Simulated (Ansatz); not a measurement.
# Rb (omega (AlB2-type)): energy against volume

Computed with DFT, LDA (PW92), plane waves (420 eV) with PAW, scalar-relativistic in Ansatz 0.2.0. (PAW data from PBE, frozen cores regenerated.)

The cell is scaled uniformly from the relaxed one, with fractional coordinates and shape fixed. Energies are extrapolated to zero smearing, pressures are those at the given smearing. Magnetic state: spin not included.

A Birch-Murnaghan fit gives V₀ = 78.19 Å³/atom, B₀ = 3.5 GPa, B₀′ = 3.7.

Task: What are the energy above the minimum and the pressure at 68.887 Å³/atom?

Result: 14.7 meV/atom and 0.56 GPa as computed.

Task: What are the energy above the minimum and the pressure at 81.412 Å³/atom?

Result: 1.4 meV/atom and -0.13 GPa as computed.

Task: What are the energy above the minimum and the pressure at 84.543 Å³/atom?

Result: 5.0 meV/atom and -0.23 GPa as computed.
